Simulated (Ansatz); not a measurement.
# Sr3SbP: stationary points along a deformation path

Level of theory: DFT LDA, scalar-relativistic, plane waves, PAW (Ansatz). Settings: plane waves to 420 eV, k-mesh 8×8×8 (Γ-centred), Gaussian smearing 0.03 eV. Spin–orbit coupling is left out, which matters for the heavy elements here. No spin polarisation. Energies are free energies at this smearing, counted from the undisturbed cell; pressure is positive in compression.

Zero of the scan (as given, not relaxed at this level; it stands at -2.4 GPa, and it needn't be the usual structure):

```yaml
crystal:
  lattice:
    - [5.74000, 0.00000, 0.00000]
    - [0.00000, 5.74000, 0.00000]
    - [0.00000, 0.00000, 5.74000]
  atoms:
    - { symbol: Sr, position: [0.00000, 0.50000, 0.50000] }
    - { symbol: Sr, position: [0.50000, 0.00000, 0.50000] }
    - { symbol: Sr, position: [0.50000, 0.50000, 0.00000] }
    - { symbol: Sb, position: [0.00000, 0.00000, 0.00000] }
    - { symbol: P, position: [0.50000, 0.50000, 0.50000] }
```

At fixed volume and fractional coordinates, lengths along (0.000, 0.000, 1.000) are scaled against those across it; ρ is that ratio over its starting value. V = 37.824 Å³/atom. Δσ is the stress along the axis less the mean stress across it (compression positive).

| ρ | ΔE (meV/atom) | Δσ (GPa) | space group |
| --- | --- | --- | --- |
| 0.707 | 837.8 | 26.74 | P4/mmm |
| 0.780 | 437.9 | 22.81 | P4/mmm |
| 0.850 | 178.2 | 14.87 | P4/mmm |
| 1.000 | 0.0 | 0.00 | Pm-3m |
| 1.200 | 167.4 | -10.90 | P4/mmm |
| 1.300 | 328.6 | -14.62 | P4/mmm |
| 1.414 | 544.1 | -17.87 | P4/mmm |

Q: How does the stress give the slope of the energy, and where is the energy stationary?

A: Along the path d ln(length) is 2/3 d ln ρ on the axis and −1/3 d ln ρ across it, so dE/d ln ρ = −(2/3) V Δσ: the energy falls with ρ where Δσ is positive. Δσ vanishes or changes sign at ρ = 1.000 (Pm-3m), a minimum at 0.0 meV/atom. Pairs of stationary points between two samples would go unseen, and could change a minimum read from distant neighbours into a maximum. At ρ = 1.000 the cell is cubic, where symmetry alone makes the stress isotropic and the slope zero.

The gap closes along the scan, which can put kinks into the curve.